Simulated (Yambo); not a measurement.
G0W0@PBEsol for YVO4 (space group I4_1/amd, No. 141) in Yambo. Reference settings: 2×2×2 Γ-centred k mesh, bands 3 to 250 and a 7 Ry block in the screening, 250 bands in G with the Bruneval-Gonze terminator, plasmon pole fitted at 27.2 eV. The PBEsol gap Γ → Γ on this mesh is 2.89 eV; G0W0 gaps are taken between the same points.

With and without the terminator, as bands are cut:

```json
[
 {"bands in G (in W)": "108 (250)", "gap, terminator (eV)": "5.003", "gap, none (eV)": "5.167", "valence shift, terminator (eV)": "-0.562", "valence shift, none (eV)": "0.060"},
 {"bands in G (in W)": "169 (250)", "gap, terminator (eV)": "5.020", "gap, none (eV)": "5.176", "valence shift, terminator (eV)": "-0.593", "valence shift, none (eV)": "-0.227"},
 {"bands in G (in W)": "250 (250)", "gap, terminator (eV)": "5.036", "gap, none (eV)": "5.172", "valence shift, terminator (eV)": "-0.603", "valence shift, none (eV)": "-0.389"}
]
```

Over this range the gap spans 0.033 eV with the terminator and 0.009 eV without, the valence shift 0.041 eV and 0.449 eV. Neither column has reached its limit for certain.

Geometry of the Materials Project entry, not relaxed at this level; primitive cell a = 5.9468 Å, b = 5.9468 Å, c = 5.9468 Å, α = 106.28°, β = 106.28°, γ = 116.07°.

The runs are not spin-polarised; magnetic order was not tried.

A shift is the quasiparticle energy of the state minus its PBEsol energy.
